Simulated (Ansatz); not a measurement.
Notes on Cu3Si4Sb

```xyz
8
Lattice="0.0000 5.1224 0.0000 5.1224 0.0000 0.0000 2.5612 2.5612 -5.1035" Properties=species:S:1:pos:R:3 pbc="T T T"
Cu    2.5612    2.5612    0.0000
Sb    0.0000    0.0000    0.0000
Si    3.8013    3.8013   -1.3401
Si    6.3625    3.8823   -3.7634
Si    1.3211    1.3211   -1.3401
Si    3.8823    6.3625   -3.7634
Cu    2.5612    5.1224   -2.5517
Cu    5.1224    2.5612   -2.5517
```

Single point in Ansatz 0.2.0 with r2SCAN, no spin polarisation. Cutoff 500 eV, PAW datasets, 7×7×7 Γ-centred k mesh, fermi-dirac filling (width 0.0319 eV).

(1) Is it stable against the elements?

(2) How is the charge shared?

(3) Is there a gap?

(4) Is the cell too large or too small?

Origin: a known structure type with other elements, at an estimated volume, so it need not be a known compound. Caveats: atoms or cell far from equilibrium.

Answers

(1) 0.87 eV an atom against the elements' usual phases (free molecules for gases, crystals otherwise, with no correction for O₂ or N₂), so at this geometry it isn't bound against them. Relaxing would lower it.

(2) Bader charges in e: Si +0.84, Cu -0.69 to -0.62, Sb -1.34. In the mean Si gives up most and Sb takes most.

(3) It is a metal, with about 3.5 states/eV a cell as the mean within 0.25 eV of the Fermi level, mostly Si p (68 %).

(4) The pressure is 25.1 GPa (compression positive), so with the atoms held at these fractions the cell would first expand; the forces are large, so a full relaxation may end otherwise.
